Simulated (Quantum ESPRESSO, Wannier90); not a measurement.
# Wannierisation of Be2C (Fm-3m)

```
begin unit_cell_cart
ang
    0.0000000000    2.1622550000    2.1622550000
    2.1622550000    0.0000000000    2.1622550000
    2.1622550000    2.1622550000    0.0000000000
end unit_cell_cart
begin atoms_frac
Be  -0.2500000000 -0.2500000000 -0.2500000000
Be   0.2500000000  0.2500000000  0.2500000000
C    0.0000000000  0.0000000000  0.0000000000
end atoms_frac
```

Cell from Materials Project (mp-1569), symmetrised, no further relaxation. COD (Crystallography Open Database) has an entry of this formula and space group (matched by these alone). Method: PBEsol plane waves in Quantum ESPRESSO 7.5 (PseudoDojo norm-conserving files, 71 Ry, no spin polarisation, no spin-orbit coupling), Bloch states on a 10×10×10 mesh through Γ, Wannier90 4.0.1. Density: 12×12×12 mesh, cold smearing 0.01 Ry.

Functional, cutoff and mesh named above are those of the base row (PBEsol); the first column says what each row takes instead. Model: 12 functions from bands 3-23, start hydrogen-like Be: s;p; C: s;p, disentangled but not localised (num_iter = 0), frozen window tied to the conduction edge or Fermi level of each row, as listed, which moves Ω_I and hoppings a little by itself. Energies are relative to the valence-band maximum; the misfit is to pw.x on a path, for states up to 2.1 eV relative to the valence-band maximum. The functional changes, each with its own PseudoDojo files and their cutoffs, on the same cell. The disentangled Ω_I can sit in another minimum from row to row.

```json
[
 {"functional": "LDA", "frozen to (eV)": "2.70", "Ω_I (Å²)": "6.45", "rms misfit (meV)": "36", "gap (eV)": "1.19", "bottom of band 3 (eV)": "-14.89", "on-site Be1 pz minus Be1 s (eV)": "0.38", "hopping modulus Be2 pz – Be1 pz, R = 0 0 1 (eV)": "3.554", "hopping modulus Be2 s – Be1 pz, R = 0 0 1 (eV)": "2.235", "hopping modulus C3 s – Be1 s, R = 0 0 0 (eV)": "1.642"},
 {"functional": "PBE", "frozen to (eV)": "2.67", "Ω_I (Å²)": "6.51", "rms misfit (meV)": "36", "gap (eV)": "1.18", "bottom of band 3 (eV)": "-15.05", "on-site Be1 pz minus Be1 s (eV)": "0.57", "hopping modulus Be2 pz – Be1 pz, R = 0 0 1 (eV)": "3.599", "hopping modulus Be2 s – Be1 pz, R = 0 0 1 (eV)": "2.255", "hopping modulus C3 s – Be1 s, R = 0 0 0 (eV)": "1.641"},
 {"functional": "PBEsol", "frozen to (eV)": "2.58", "Ω_I (Å²)": "6.52", "rms misfit (meV)": "36", "gap (eV)": "1.08", "bottom of band 3 (eV)": "-15.05", "on-site Be1 pz minus Be1 s (eV)": "0.54", "hopping modulus Be2 pz – Be1 pz, R = 0 0 1 (eV)": "3.608", "hopping modulus Be2 s – Be1 pz, R = 0 0 1 (eV)": "2.262", "hopping modulus C3 s – Be1 s, R = 0 0 0 (eV)": "1.639"}
]
```
